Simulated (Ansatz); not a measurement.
Ti:
```
CELL_PARAMETERS angstrom
     -1.58254     1.58254     1.58254
      1.58254    -1.58254     1.58254
      1.58254     1.58254    -1.58254
ATOMIC_POSITIONS crystal
  Ti 0.00000 0.00000 0.00000
```

Relaxed with LDA. Special points in fractions of this cell's reciprocal vectors: Γ (0.000, 0.000, 0.000); H (0.500, -0.500, 0.500); N (0.000, 0.000, 0.500); P (0.250, 0.250, 0.250).

Question: List the band energies nearest the Fermi level at these points for the program Ansatz at the LDA level (PAW).

Answer: In eV from the Fermi level; about four levels below and three above (degenerate sets whole), none deeper than 8.9 eV; … stands for higher levels left out; points with the same levels are listed once.

| k | below | above |
|---|---|---|
| Γ | -6.01 | 1.03 1.03 1.03 |
| H | -2.43 -2.43 | 4.39 4.39 4.39 |
| N | -2.67 -0.53 | 1.54 3.03 3.42 |
| P | -0.63 -0.63 -0.63 | 3.49 3.49 … |

Space group Im-3m (bcc (W type)). This is a known high-temperature phase of the composition, computed here at zero pressure and temperature. The LDA relaxation kept the symmetry of its start. At this level the phase is mechanically unstable. The run is not spin-polarised.

Potentials: the earlier of the program's two PAW sets.
